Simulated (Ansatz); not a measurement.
Ge:
```
CELL_PARAMETERS angstrom
      3.95896     0.00000     0.00000
     -1.97948     3.42856     0.00000
      0.00000     0.00000     6.53233
ATOMIC_POSITIONS crystal
  Ge 0.66667 0.33333 0.06287
  Ge 0.33333 0.66667 0.93713
  Ge 0.33333 0.66667 0.56287
  Ge 0.66667 0.33333 0.43713
```

Relaxed with LDA. Special points in fractions of this cell's reciprocal vectors: Γ (0.000, 0.000, 0.000); M (0.500, 0.000, 0.000); K (0.333, 0.333, 0.000); A (0.000, 0.000, 0.500); L (0.500, 0.000, 0.500); H (0.333, 0.333, 0.500).

**Question.** List the band energies nearest the Fermi level at these points for plane-wave PAW LDA (Ansatz code).

**Answer.** In eV from the Fermi level; about four levels below and three above (degenerate sets whole), none deeper than 8.9 eV; points with the same levels are listed once.

```
k                    below                          above
-  -----------------------  -----------------------------
Γ  -1.54 -1.54 -0.18 -0.15                 0.04 0.11 0.11
M  -4.75 -3.18 -2.94 -1.50                 0.41 1.62 3.48
K  -5.18 -3.60 -3.60 -3.33                 1.31 4.63 4.63
A  -0.90 -0.90 -0.90 -0.90  0.64 0.64 3.35 3.35 3.35 3.35
L  -2.64 -2.64 -2.50 -2.50            0.44 0.44 2.03 2.03
H  -4.46 -4.46 -2.10 -2.10            1.20 1.20 4.04 4.04
```

Space group P6_3/mmc. The first step of the workflow began from a Materials Project structure, measured or hypothetical; the Crystallography Open Database copy checked does not list it. It is not the phase usual at ambient conditions (space group No. 227). The cell was relaxed with LDA under the symmetry of its start; whether a distortion lowers the energy is not shown. The Fermi level of a semimetal is unsure by some 0.05 eV on such meshes. Scalar-relativistic: spin–orbit coupling is off unless named, which matters more the heavier the elements.

Potentials: the later of the program's two PAW sets.
